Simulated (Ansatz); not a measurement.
Relaxed-ion elastic tensor of Sr (fcc (Cu type), Fm-3m) in GPa (Voigt order), DFT-PBE in the program Ansatz with PAW potentials; density 2.66 g/cm³, 54.73 Å³ per atom.

```
15.2  10.4  10.4   0.0   0.0   0.0
10.4  15.2  10.4   0.0   0.0   0.0
10.4  10.4  15.2   0.0   0.0   0.0
 0.0   0.0   0.0  11.3   0.0   0.0
 0.0   0.0   0.0   0.0  11.3   0.0
 0.0   0.0   0.0   0.0   0.0  11.3
```

Q: Is the crystal mechanically stable?

A: Yes: the smallest eigenvalue of C is 4.9 GPa.

Q: Work out the Voigt, Reuss and Hill averages.

A: K_V = 12.0, K_R = 12.0, K_H = 12.0; G_V = 7.7, G_R = 4.6, G_H = 6.2 GPa.

Q: Give Young's modulus, Poisson's ratio, Pugh's ratio and the universal anisotropy index.

A: E = 9KG/(3K + G) = 15.8 GPa; ν = 0.28; K/G = 1.94 (ductile by the Pugh limit of 1.75); A_U = 5G_V/G_R + K_V/K_R − 6 = 3.44.

Q: Estimate the sound speeds and the Debye temperature.

A: v_l = √((K + 4G/3)/ρ) = 2760 m/s, v_t = √(G/ρ) = 1520 m/s, mean 1700 m/s; Θ = (h/k)(3n/4πV)^(1/3) v_m = 133 K.

Q: Give the Zener ratio and Young's modulus along [100], [110] and [111].

A: A = 2C44/(C11 − C12) = 4.65; 1/E = S11 − 2(S11 − S12 − S44/2)Γ with Γ = 0, 1/4, 1/3 gives 6.8, 15.2, 25.8 GPa.

Q: Solve the Christoffel equation for the three sound speeds along [100], [110], [111].

A: Eigenvalues of C_ijkl n_j n_l equal ρv². In km/s, slowest first: [100] 2.06, 2.06, 2.39; [110] 0.96, 2.06, 3.01; [111] 1.42, 1.42, 3.19.

Symmetry was held in the PBE relaxation. As this level gives no gap, shear constants depend on the k-mesh and smearing (Fermi–Dirac, 0.1 eV here).

Potentials: the later of the program's two PAW sets.
